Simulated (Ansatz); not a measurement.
ScAs (rock salt, Fm-3m) at seven volumes, the program Ansatz at the PBEsol level (PAW), scaled uniformly. One row is withheld.

```tsv
V (Å³/atom)	P (GPa)
18.018	10.52
18.612	6.48
19.206	3.00
19.800	0.00
20.394	-2.59
20.988	?
21.582	-6.73
```

Question: Fit the shown pressures and predict the withheld one.

Answer: Third-order Birch–Murnaghan: P = (3/2)B₀(x^(7/2) − x^(5/2))[1 + (3/4)(B′ − 4)(x − 1)] with x = (V₀/V)^(2/3). Least squares on the six rows gives V₀ = 19.800 Å³/atom, B₀ = 92.62 GPa, B′ = 3.95. At V = 20.988, x = 0.9619 and P = -4.81 GPa. The run itself gave -4.81 GPa.

The workflow started from an entry of the Crystallography Open Database (COD). Its standing as an ambient phase is unchecked. Symmetry was held in the PBEsol relaxation; its stability against distortions is not shown here. The run is not spin-polarised.

Potentials: the later of the program's two PAW sets.
